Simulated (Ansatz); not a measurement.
Cu Kα1 powder pattern (kinematic, no thermal factors).
2θ (°) (relative intensity): 16.11 (2, 1 0 0), 28.10 (100, 1 1 1), 32.56 (48, 2 0 0), 40.16 (1, 2 1 1), 46.71 (39, 2 2 0), 55.40 (44, 3 1 1), 58.09 (12, 2 2 2), 68.20 (6, 4 0 0), 75.31 (17, 3 3 1), 77.63 (15, 4 2 0), 86.72 (13, 4 2 2)

The pattern is computed from a structure relaxed with Ansatz 0.2.0, DFT PBE, scalar-relativistic, plane waves, PAW, and for the lanthanide a 4f-in-core norm-conserving potential. No spin polarisation. Its elements are O, Pr.

**Question.** Give the structure.

**Answer.** Pr$_{4}$O.
Space group P-43m (No. 215). a = 5.496 Å, b = 5.496 Å, c = 5.496 Å, α = 90.00°, β = 90.00°, γ = 90.00°
| atom | site | symmetry | x | y | z |
| --- | --- | --- | --- | --- | --- |
| Pr | 4e | .3m | 0.2427 | 0.2427 | 0.2427 |
| O | 1a | -43m | 0.0000 | 0.0000 | 0.0000 |

A pattern alone doesn't exclude other cells with like lines; this is the one computed.

Another cell of Pr4O relaxed alike, in Pm-3m, lies 69 meV/atom lower, so this cell isn't the stable form at this level.

The structure comes from a generated guess; another structure or a mixture of phases may lie lower.

The lanthanide is trivalent by construction, without f bands, f moments or other valences.
